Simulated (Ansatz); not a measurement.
Nb₂SnC:
```yaml
crystal:
  lattice:
    - [3.26296, 0.00000, 0.00000]
    - [-1.63148, 2.82581, 0.00000]
    - [0.00000, 0.00000, 13.79015]
  atoms:
    - { symbol: Nb, position: [0.33333, 0.66667, 0.08269] }
    - { symbol: Nb, position: [0.66667, 0.33333, 0.91731] }
    - { symbol: Nb, position: [0.66667, 0.33333, 0.58269] }
    - { symbol: Nb, position: [0.33333, 0.66667, 0.41731] }
    - { symbol: Sn, position: [0.33333, 0.66667, 0.75000] }
    - { symbol: Sn, position: [0.66667, 0.33333, 0.25000] }
    - { symbol: C, position: [0.00000, 0.00000, 0.00000] }
    - { symbol: C, position: [0.00000, 0.00000, 0.50000] }
```

Relaxed with r²SCAN. Special points in fractions of this cell's reciprocal vectors: Γ (0.000, 0.000, 0.000); M (0.500, 0.000, 0.000); K (0.333, 0.333, 0.000); A (0.000, 0.000, 0.500); L (0.500, 0.000, 0.500); H (0.333, 0.333, 0.500).

Task: List the band energies nearest the Fermi level at these points for plane-wave PAW r²SCAN with spin–orbit coupling (Ansatz code).

Result: In eV from the Fermi level; about four levels below and three above (degenerate sets whole), none deeper than 8.9 eV; points with the same levels are listed once.

```csv
k,below,above
Γ,-0.62 -0.62 -0.37 -0.37,0.51 0.51 0.54 0.54
M,-2.83 -2.83 -2.76 -2.76,0.53 0.53 0.85 0.85
K,-0.10 -0.10 -0.05 -0.05,0.78 0.78 0.80 0.80
A,-0.48 -0.48 -0.48 -0.48,0.64 0.64 0.64 0.64
L,-2.79 -2.79 -2.79 -2.79,0.85 0.85 0.85 0.85
H,-0.31 -0.31 -0.25 -0.25,1.18 1.18 1.18 1.18
```

Space group P6_3/mmc. The workflow started from a Materials Project entry (that database holds measured and hypothetical structures alike); the Crystallography Open Database copy checked does not list it. Its standing as an ambient phase is unchecked. The r²SCAN relaxation kept the symmetry of its start; of distortions, only those at the zone centre were tested. The run is not spin-polarised.

Potentials: the later of the program's two PAW sets.
